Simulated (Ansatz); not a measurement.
SiB$_{2}$Mo$_{5}$ in space group I4/mcm (No. 140; Si on 4a, B on 8h, Mo on 4c, Mo on 16l) at seven volumes, the program Ansatz at the PBEsol level (PAW), shape and atoms relaxed at each. One row is withheld.

| V (Å³/atom) | P (GPa) |
|---|---|
| 11.274 | ? |
| 11.645 | 20.45 |
| 12.017 | 9.40 |
| 12.389 | 0.00 |
| 12.760 | -7.96 |
| 13.132 | -14.68 |
| 13.504 | -20.30 |

### Question
Fit the shown pressures and predict the withheld one.

### Answer
P = (3/2)B₀(x^(7/2) − x^(5/2))[1 + (3/4)(B′ − 4)(x − 1)] with x = (V₀/V)^(2/3). Least squares on the six rows gives V₀ = 12.388 Å³/atom, B₀ = 287 GPa, B′ = 4.58. At V = 11.274, x = 1.0648 and P = 33.58 GPa. The run itself gave 33.43 GPa.

The workflow started from a Materials Project entry (that database holds measured and hypothetical structures alike); the Crystallography Open Database files this formula in space group No. 140, but the cells were not matched. Whether it is the stable phase at ambient conditions was not checked. Symmetry was held in the PBEsol relaxation; whether a distortion lowers the energy is not shown. No spin polarisation was allowed.

Potentials: the later of the program's two PAW sets.
